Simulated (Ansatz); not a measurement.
SnSe:
```
CELL_PARAMETERS angstrom
     11.33261     0.00000     0.00000
      0.00000     4.11732     0.00000
      0.00000     0.00000     4.31292
ATOMIC_POSITIONS crystal
  Sn 0.61772 0.75000 0.40583
  Sn 0.38228 0.25000 0.59417
  Sn 0.88228 0.25000 0.90583
  Sn 0.11772 0.75000 0.09417
  Se 0.14234 0.25000 0.52416
  Se 0.85766 0.75000 0.47584
  Se 0.35766 0.75000 0.02416
  Se 0.64234 0.25000 0.97584
```

Relaxed with LDA.

Decompose the optical modes at the zone centre into irreducible representations, and say which are infrared and Raman allowed.

Point group mmm: Γ_opt = 4Ag + 2Au + 2B1g + 3B1u + 4B2g + B2u + 2B3g + 3B3u. Infrared: B1u, B2u, B3u. Raman: Ag, B1g, B2g, B3g.

Assign frequencies (DFPT, LDA in the plane-wave PAW code Ansatz; without the LO–TO term).

Ag 32, B3g 34, Au 46, B3u 52, B1g 54, B2g 64, B2g 65, Ag 65, B1u 77, B2u 93, B3g 107, B1u 118, Au 124, Ag 127, B3u 128, B1g 133, B3u 140, B2g 143, B1u 152, Ag 153, B2g 181 cm⁻¹.

Subscripts of B labels follow the axes of the standard setting.

Space group Pnma. The cell was relaxed with LDA under the symmetry of its start; of distortions, only those at the zone centre were tested. A crystal of weakly bound layers computed without a dispersion correction: the cell and the soft elastic constants depend strongly on that. Scalar-relativistic: spin–orbit coupling is off unless named, which matters more the heavier the elements.

Potentials: the earlier of the program's two PAW sets.
